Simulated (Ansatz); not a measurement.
BN in space group R3m (No. 160; B on 3a, N on 3a) at seven volumes, DFT-r²SCAN+D4 in the program Ansatz with PAW potentials, shape and atoms relaxed at each. One row is withheld.

```tsv
V (Å³/atom)	P (GPa)
8.089	4.77
8.356	2.69
8.623	1.13
8.889	0.01
9.156	-0.80
9.423	-1.34
9.689	?
```

Problem. Fit the shown pressures and predict the withheld one.

Solution. Third-order Birch–Murnaghan: P = (3/2)B₀(x^(7/2) − x^(5/2))[1 + (3/4)(B′ − 4)(x − 1)] with x = (V₀/V)^(2/3). Least squares on the six rows gives V₀ = 8.891 Å³/atom, B₀ = 31.76 GPa, B′ = 10.48. At V = 9.689, x = 0.9443 and P = -1.68 GPa. The run itself gave -1.70 GPa.

The first step of the workflow began from a Materials Project structure, measured or hypothetical; the Crystallography Open Database copy checked does not list it. It is not the phase usual at ambient conditions (space group No. 186, 194, 216). The r²SCAN+D4 relaxation kept the symmetry of its start; whether a distortion lowers the energy is not shown.

Potentials: the earlier of the program's two PAW sets. The files were generated under PBE; for other functionals the program regenerates the frozen cores, and for LDA and PBEsol the local potential too.
